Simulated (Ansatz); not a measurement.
Au: how the energy converges with the cutoff

Au, P-1, a = 2.905 Å, b = 2.945 Å, c = 4.969 Å, α, β, γ = 89.9°, 91.4°, 122.9°. Ansatz: PBEsol, PAW, cutoff varied, Γ-centred 12×12×6 mesh on 2 atoms, Gaussian smearing 0.10 eV; no spin polarisation. Single points at one geometry with displaced atoms, the cutoff alone changed; ΔE is the energy at zero smearing over the run at 600 eV. The runs up to 350 eV lie under the cutoff recommended for these PAW datasets.

```tsv
cutoff (eV)	ΔE (meV/atom)
200	9660.26
250	1237.11
300	111.59
350	6.17
420	?
```

Problem. Assume ΔE falls exponentially with the cutoff, fit y = ln ΔE against x, the cutoff in eV, to the other rows, and predict the missing value.

Solution. y = 9.176, 7.121, 4.715, 1.820. Means x = 275.0, y = 5.7080; Σ(Δx)² = 12500, ΣΔxΔy = -611.8; the slope is their ratio. y = 19.17 − 0.04895 x, a factor of ten per 47 eV. At 420 eV this gives ΔE = 0.25 meV/atom. The run gave 1.09, a ratio of 0.23. Between neighbouring rows the decay runs from a factor of ten per 40 eV to one per 93 eV, so one exponential is only a rough guide. The fast fall gives way to a slow tail, so a fit to low cutoffs promises convergence too early.

This form isn't the element's structure at ambient conditions.